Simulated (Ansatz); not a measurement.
**Equation of state of phosphorus, omega (AlB2-type)**

Computed with DFT, r2SCAN, plane waves (500 eV) with PAW, scalar-relativistic in Ansatz 0.2.0. (PAW data from PBE, frozen cores regenerated.)

The cell is scaled uniformly from the relaxed one, with fractional coordinates and shape fixed. Energies are extrapolated to zero smearing, pressures are those at the given smearing. Magnetic state: spin not included.

```
V (Å³/atom)  E − E₀ (meV/atom)  P (GPa)
     12.716               74.7    15.13
     13.294               31.0     9.23
     13.872                7.1     4.20
     14.450               -0.1     0.01
     15.028                6.7    -3.47
     15.606               25.0    -6.33
     16.184               52.6    -8.65
```

Task: Fit a third-order Birch-Murnaghan equation.

Result: V₀ = 14.44 Å³/atom, B₀ = 96 GPa, B₀′ = 3.6.
